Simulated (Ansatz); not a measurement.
A crystal relaxed with r2SCAN in the PAW code Ansatz has space group I4/mmm (No. 139) and a = 5.010 Å, c = 9.827 Å.

```csv
atom,site,x,y,z
Mg,2a,0.0000,0.0000,0.0000
O,4e,0.5000,0.5000,0.2842
Xx,4d,0.5000,0.0000,0.2500
O,4c,0.5000,0.0000,0.0000
Xx,2b,0.5000,0.5000,0.0000
```

r2SCAN gives an indirect gap of 3.88 eV, from M to Γ; the least direct gap is 3.91 eV at Γ. HSE06 gives an indirect gap of 4.74 eV, from M to Γ; the least direct gap is 4.75 eV at Γ. Least and direct gap differ so little that the kind isn't settled. Meshes: r2SCAN 8×8×8, HSE06 4×4×4. r2SCAN's ε∞ is 3.6 along x and y, 3.5 along z.

Question: Which element is Xx?
A. Be
B. Ca
C. Sr
D. Ba

Answer: C. Xx is Sr: Sr3MgO4, ordered on the rocksalt lattice (I4/mmm) with 8 atoms a cell. Mg is surrounded by 6 O at 2.12–2.50 Å; O is surrounded by 1 Mg at 2.12 Å and 5 Sr at 2.53–2.79 Å; Sr is surrounded by 6 O at 2.46–2.53 Å; O is surrounded by 4 Sr at 2.46–2.50 Å and 2 Mg at 2.50 Å; Sr is surrounded by 6 O at 2.50–2.79 Å.

The calculation is spin-unpolarised, and the structure need not be a phase that has been made.

Spin-orbit coupling is left out.

The meshes of the hybrids are coarse, so their gaps aren't converged to the digits shown.

For a response run the program warns that the ground state's bands aren't all converged, so ε∞ carries an extra error.
